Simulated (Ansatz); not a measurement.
Al:
```yaml
crystal:
  lattice:
    - [2.82497, 0.00000, 0.00000]
    - [-1.41248, 2.44649, 0.00000]
    - [0.00000, 0.00000, 27.67426]
  atoms:
    - { symbol: Al, position: [0.66667, 0.33333, 0.66624] }
    - { symbol: Al, position: [0.00000, 0.00000, 0.75000] }
    - { symbol: Al, position: [0.66667, 0.33333, 0.83376] }
    - { symbol: Al, position: [0.33333, 0.66667, 0.91692] }
    - { symbol: Al, position: [0.00000, 0.00000, 0.00000] }
    - { symbol: Al, position: [0.66667, 0.33333, 0.08308] }
    - { symbol: Al, position: [0.33333, 0.66667, 0.16624] }
    - { symbol: Al, position: [0.00000, 0.00000, 0.25000] }
    - { symbol: Al, position: [0.33333, 0.66667, 0.33376] }
    - { symbol: Al, position: [0.66667, 0.33333, 0.41692] }
    - { symbol: Al, position: [0.00000, 0.00000, 0.50000] }
    - { symbol: Al, position: [0.33333, 0.66667, 0.58308] }
```

Relaxed with r²SCAN. Special points in fractions of this cell's reciprocal vectors: Γ (0.000, 0.000, 0.000); M (0.500, 0.000, 0.000); K (0.333, 0.333, 0.000); A (0.000, 0.000, 0.500); L (0.500, 0.000, 0.500); H (0.333, 0.333, 0.500).

Problem. List the band energies nearest the Fermi level at these points for r²SCAN (plane waves, PAW; program Ansatz).

Solution. In eV from the Fermi level; about four levels below and three above (degenerate sets whole), none deeper than 8.9 eV; points with the same levels are listed once.

```json
[
 {"k": "Γ", "below": "-5.15 -4.58 -2.33 -2.31", "above": "0.54 0.55 3.73 3.73"},
 {"k": "M", "below": "-0.71 -0.70 -0.65 -0.63", "above": "1.00 1.03 1.73"},
 {"k": "K", "below": "-1.92 -1.92 -1.24 -0.77 -0.77", "above": "0.18 0.18 0.57"},
 {"k": "A", "below": "-3.61 -3.61 -0.93 -0.93", "above": "2.10 2.10 5.43 5.43"},
 {"k": "L", "below": "-1.82 -1.82 -1.31 -1.31", "above": "0.17 0.17 0.35 0.35"},
 {"k": "H", "below": "-1.48 -1.48 -0.86 -0.86", "above": "0.32 0.32 0.89 0.89"}
]
```

Space group P6_3/mmc. The start of the workflow was typed in or built on a structure type; the Crystallography Open Database copy checked does not list it. It is not the phase usual at ambient conditions (space group No. 225). The r²SCAN relaxation kept the symmetry of its start; whether a distortion lowers the energy is not shown.

Potentials: the later of the program's two PAW sets.
